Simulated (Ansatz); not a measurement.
Relaxed BaHI (space group P4/nmm):

```
BaHI
1.0
    9.24241     0.00000     0.00000
    4.62120     4.62120     0.00000
    0.00000     0.00000     7.39323
Ba H I
4 4 4
Direct
  0.25000   0.00000   0.82632
  0.75000   0.00000   0.82632
  0.75000   0.50000   0.17368
  0.25000   0.50000   0.17368
  0.00000   0.50000   0.00000
  0.50000   0.50000   0.00000
  0.00000   0.00000   0.00000
  0.50000   0.00000   0.00000
  0.75000   0.50000   0.66062
  0.25000   0.50000   0.66062
  0.25000   0.00000   0.33938
  0.75000   0.00000   0.33938
```

The atoms are displaced by Q × the pattern below (from a DFPT mode at M = (0.5, 0.5, 0.0), largest move 1; Q in Å), at fixed cell. It is one choice among 2 degenerate patterns. (q is in reciprocal vectors of the primitive cell; the cell shown is doubled to hold the pattern.)

```json
[
 {"atom": "H5", "x": "0.362", "y": "0.932", "z": "0.000"},
 {"atom": "H6", "x": "-0.362", "y": "-0.932", "z": "0.000"},
 {"atom": "H7", "x": "0.932", "y": "0.362", "z": "0.000"},
 {"atom": "H8", "x": "-0.932", "y": "-0.362", "z": "0.000"}
]
```

Atoms not listed stay in place.

Computed with LDA (plane waves to 420 eV, PAW, scalar-relativistic; Ansatz, a first-principles code). k mesh 7×7×5 (Γ-centred), Fermi-Dirac smearing 0.05 eV. E stands for the smeared free energy. BaHI was relaxed with its symmetry unable to fall. Spin-orbit coupling is left out, though I is heavy. The zero of ΔE is the undisplaced structure.

```
Q (Å)   ΔE (eV/cell)
------  ------------
-0.100        0.0396
-0.067        0.0176
-0.033        0.0044
0.000         0.0000
0.033         0.0044
0.067         0.0176
0.100         0.0396
```

Task: Which DFPT wavenumber at M = (0.5, 0.5, 0.0) belongs to this mode?
(A) 729 cm⁻¹
(B) 853 cm⁻¹
(C) 55 cm⁻¹

Result: A, 729 cm⁻¹. The curvature of the scan gives 729 cm⁻¹

(For displaced atoms, the force is minus the slope of the energy, and its curvature is a force constant, which sets phonon frequencies.)
